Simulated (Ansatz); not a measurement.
A trial structure of AlRuC₄N₄ was built thus: two interpenetrating cyanide-bridged diamond nets (P-43m, No. 215). Its size is a rough estimate.

```xyz
10
Lattice="5.8064 0.0000 0.0000 0.0000 5.8064 0.0000 0.0000 0.0000 5.8064" Properties=species:S:1:pos:R:3 pbc="T T T"
Al    2.9032    2.9032    2.9032
Ru    0.0000    0.0000    0.0000
C     1.0947    1.0947    1.0947
C     1.0947    4.7118    4.7118
C     4.7118    1.0947    4.7118
C     4.7118    4.7118    1.0947
N     1.7702    1.7702    1.7702
N     1.7702    4.0363    4.0363
N     4.0363    1.7702    4.0363
N     4.0363    4.0363    1.7702
```

Method: DFT PBE, scalar-relativistic, plane waves, PAW (Ansatz 0.2.0). Cutoff 420 eV, Gaussian smearing, Γ-centred meshes. Cell and atoms relax first on a coarse mesh and then on a converged one. In between, the cell is made exact in the group found at 0.06 Å. The steps can't lower the symmetry of their start. Collinear spin, starting moments Ru 1.0 μB.

A guess keeps its type if space group and coordination stay and the shape of the cell changes little (axis ratios within about 15 %, angles within 6°); the volume may change.

Problem. Does it keep its structure type, or change into something else?

Solution. It keeps its type. The symmetry stays P-43m (No. 215). The volume per atom shrinks by 2.0 %, from 19.6 to 19.2 Å³. The shortest distance goes from 1.17 Å (C–N) to 1.18 Å (C–N). Counting neighbours within 15 % of an atom's shortest distance, the start has Al 4, C 1, N 1, Ru 4 and the end Al 4, C 1, N 1, Ru 4.

The last run used collinear spin, a 6×6×6 mesh for its 10-atom cell and Gaussian smearing of 0.02 eV. The magnetic state reached may not be the lowest. Symmetry constrained the relaxation, so the result can be a saddle point.
